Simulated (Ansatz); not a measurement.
An Ansatz input and the part of its output that reports the observables at the nuclei.

The start is a refined structure from the COD.

```yaml
crystal:
  lattice:
    - [8.164, 0.0, 0.0]
    - [-4.082, 7.0702313965, 0.0]
    - [0.0, 0.0, 4.016]
  atoms:
    - { symbol: Ca, position: [0.0, 0.0, 0.0] }
    - { symbol: H, position: [0.7808, 0.1131, 0.4925] }
    - { symbol: H, position: [0.8869, 0.6677, 0.4925] }
    - { symbol: H, position: [0.3323, 0.2192, 0.4925] }
    - { symbol: H, position: [0.1131, 0.7808, 0.5075] }
    - { symbol: H, position: [0.6677, 0.8869, 0.5075] }
    - { symbol: H, position: [0.2192, 0.3323, 0.5075] }
    - { symbol: H, position: [0.4233, 0.1039, 0.9209] }
    - { symbol: H, position: [0.8961, 0.3194, 0.9209] }
    - { symbol: H, position: [0.6806, 0.5767, 0.9209] }
    - { symbol: H, position: [0.1039, 0.4233, 0.0791] }
    - { symbol: H, position: [0.3194, 0.8961, 0.0791] }
    - { symbol: H, position: [0.5767, 0.6806, 0.0791] }
    - { symbol: Br, position: [0.3333333333, 0.6666666667, 0.4435] }
    - { symbol: Br, position: [0.6666666667, 0.3333333333, 0.5565] }
    - { symbol: O, position: [0.7935, 0.0, 0.5] }
    - { symbol: O, position: [0.0, 0.7935, 0.5] }
    - { symbol: O, position: [0.2065, 0.2065, 0.5] }
    - { symbol: O, position: [0.3021, 0.0, 0.0] }
    - { symbol: O, position: [0.0, 0.3021, 0.0] }
    - { symbol: O, position: [0.6979, 0.6979, 0.0] }
kpoints:
  mp_grid: { grid: [4, 4, 6] }
scf:
  occupations: { method: fermi_dirac, width: 0.02 }
hamiltonian:
  xc: pbe
  pseudopotentials: { kind: paw }
output:
  forces: true
  stress: true
  populations: true
  efg:
    quadrupole_moments_barn: { Ca: -0.0408, H: 0.00285783, Br: 0.2579, O: -0.02558 }
    contact_densities: true
relax:
  f_tol: 0.02
  max_steps: 60
```

```sh
ansatz run input.yaml --threads 1 --pin off --max-ram 2560MiB --backend cpu --events-out ev --progress --plain --runs-dir out
```

The run relaxes the ions first, and the block belongs to the relaxed positions.

Of the output, the block on the nuclei alone is shown; the set-up, the SCF iterations, energies, forces and stress are cut. One atom of each set with nearly equal values is shown.

```
--- PAW observables at the nuclei: V_zz in 10²¹ V/m², potentials from the cell's mean, atoms counted from 1 ---
  atom   1  Ca V_zz =    +0.530851   η = 0.0000   by run symmetry: allowed   C_q = -0.5237 MHz
            electrostatic potential = -2209.050719 V   contact ρ = 41252.101461 e/Å³
  atom   2  H  V_zz =    +3.588907   η = 0.1047   by run symmetry: allowed   C_q = +0.2480 MHz
            electrostatic potential = -34.099111 V   contact ρ = 2.912803 e/Å³
  atom   8  H  V_zz =    +3.582796   η = 0.1416   by run symmetry: allowed   C_q = +0.2476 MHz
            electrostatic potential = -34.380018 V   contact ρ = 2.908478 e/Å³
  atom  14  Br V_zz =    -7.861000   η = 0.0000   by run symmetry: allowed   C_q = -49.0212 MHz
            electrostatic potential = -4903.568068 V   contact ρ = 293238.103653 e/Å³
  atom  16  O  V_zz =   -13.432111   η = 0.7800   by run symmetry: allowed   C_q = +8.3081 MHz
            electrostatic potential = -615.668524 V   contact ρ = 2155.011756 e/Å³
  atom  19  O  V_zz =   -14.974434   η = 0.6968   by run symmetry: allowed   C_q = +9.2620 MHz
            electrostatic potential = -616.071564 V   contact ρ = 2154.606328 e/Å³
```

The relaxation (7 steps) took 1.7 min of wall time (1.7 min of CPU time) and 0.62 GiB at its peak, on 1 thread of AMD EPYC 7R43 64-Core Processor (Zen 3) (x86_64; 48 cores open to the job, memory cap 2.5 GiB, no GPU), a shared host with a load of 0.5 a core.

The lattice is static: at room temperature water may turn and average the couplings of its hydrogen.
